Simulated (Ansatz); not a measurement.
# Calculated electric field gradients for WS₂ under strain

The cell is a structure deposited in the COD, relaxed with PBE at fixed cell and then changed (z compressed by 1 %, ions relaxed).

```xyz
6
Lattice="3.1532 0.0000 0.0000 -1.5766 2.7308 0.0000 0.0000 0.0000 12.1998" Properties=species:S:1:pos:R:3 pbc="T T T"
W     0.0000    1.8205    3.0499
W     1.5766    0.9103    9.1498
S     0.0000    1.8205    7.5746
S     1.5766    0.9103    1.4748
S     0.0000    1.8205   10.7250
S     1.5766    0.9103    4.6251
```

Sites (sets of like atoms) are named by element and the number of their first atom in this list.

Method: Kohn–Sham DFT in Ansatz, PBE, plane waves and PAW, scalar-relativistic, collinear spin, 420 eV cutoff, Γ-centred 16×16×4 k-points, Fermi–Dirac smearing 0.02 eV. Start moments as typed (μB): 2 on each W, none on the rest.

C_Q = eQV_zz/h, which is 24.18 MHz for Q = 1 b and V_zz = 10²¹ V/m²; η = (V_xx − V_yy)/V_zz.

³³S: I = 3/2, Q = -69.40 mb. Quadrupole moments are those of Pyykkö's year-2017 table.

```tsv
site	atoms (order as listed)	first shell	V_zz (10²¹ V/m²)	η	C_Q (MHz)
W	1, 2	6 S at 2.41 Å	-17.08	0.00	–
S	3, 4, 5, 6	3 W at 2.41 Å; also 7 S at 3.15 Å	-4.28	0.00	7.17
```

An axis of threefold or higher order runs through W and S, so V_zz lies along it and η is zero.

W has no stable isotope with a ground-state quadrupole moment in the table, so no C_Q is given.

Without spin–orbit coupling the gradients at and beside W can be off by some per cent, at some sites by more. The start moments die out, and the run ends without spin.
